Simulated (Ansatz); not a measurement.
Q: ZnS (NiAs type, P6_3/mmc) is relaxed with DFT-PBE in the program Ansatz with PAW potentials. What lattice parameters of the conventional cell result?

A: a = 3.624 Å, c = 5.915 Å.

Q: Is it a metal or does it have a gap at this level?

A: A gap of 0.40 eV, indirect.

The start of the workflow was typed in or built on a structure type; neither database checked (COD, Materials Project) lists it. It is not the phase usual at ambient conditions (space group No. 186, 216). Symmetry was held in the PBE relaxation; its stability against distortions is not shown here.

Potentials: the earlier of the program's two PAW sets.
